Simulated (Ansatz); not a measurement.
**Random displacements in W**

Level of theory: DFT PBEsol, scalar-relativistic, plane waves, PAW in Ansatz. The runs took a 420 eV cutoff, a Γ-centred 8×8×8 mesh and Gaussian smearing (0.15 eV). Spin–orbit coupling is left out, which can shift energies with elements as heavy as these. No spin polarisation. Energies are free energies at this smearing, counted from the undisturbed cell; pressure is positive in compression.

Reference structure (relaxed at this level; this form isn't the usual structure):

```
W
1.0
     5.03204    0.00000    0.00000
     0.00000    5.03204    0.00000
     0.00000    0.00000    5.03204
W
8
Direct
  0.00000 0.00000 0.00000
  0.50000 0.50000 0.50000
  0.00000 0.50000 0.25000
  0.00000 0.50000 0.75000
  0.25000 0.00000 0.50000
  0.75000 0.00000 0.50000
  0.50000 0.75000 0.00000
  0.50000 0.25000 0.00000
```

The atoms are displaced (Å, in the unstrained cell):

```csv
atom,ux,uy,uz
W1,-0.118,-0.117,-0.266
W2,0.112,0.043,0.113
W3,-0.199,0.284,-0.241
W4,-0.016,-0.021,0.318
W5,-0.048,-0.098,0.176
W6,0.068,-0.295,-0.361
W7,0.293,0.096,0.229
W8,-0.093,0.107,0.032
```

The cell is not strained.

(1) What are the energy change, the stress and the forces?

Answers

(1) ΔE = 1266.8 meV/atom; stress (xx, yy, zz, yz, xz, xy; compression positive) (27.88, 31.48, 52.11, 4.07, -5.49, -0.15) GPa.
| atom | Fx (eV/Å) | Fy | Fz |
| --- | --- | --- | --- |
| W1 | 4.14 | 6.95 | 0.77 |
| W2 | -2.85 | -2.43 | 0.69 |
| W3 | 4.98 | -6.08 | 16.64 |
| W4 | 2.26 | -3.74 | -17.05 |
| W5 | 3.10 | 1.00 | -2.67 |
| W6 | -1.55 | 6.01 | 6.43 |
| W7 | -9.87 | -0.59 | -5.23 |
| W8 | -0.20 | -1.13 | 0.43 |

Cost: 1 run of about 2.9 core-minutes, on Arm Neoverse V2 (shared hosts).